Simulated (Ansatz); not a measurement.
In DFT-PBE in the program Ansatz with PAW potentials, BP in the cubic phase (Pm-3n; B on 6c, P on 6d) relaxes to a = 5.594 Å. Against the elements it lies at -0.14 eV/atom, with no fitted shifts.

The Kohn–Sham gap is 0.63 eV (indirect). The valence maximum lies at Γ and the conduction minimum on the Γ–X line, 85 % of the way from Γ (6 equivalent valleys). Electrons at the band edge weigh 0.36, 0.36, 0.64 mₑ (principal values).

An equation-of-state fit gives a bulk modulus of 123 GPa.

The start of the workflow was typed in or built on a structure type; neither database checked (COD, Materials Project) lists it. It is not the phase usual at ambient conditions (space group No. 216). Symmetry was held in the PBE relaxation; its stability against distortions is not shown here. The references are the lowest solids computed at this level, not always the standard phases.

Potentials: the later of the program's two PAW sets.
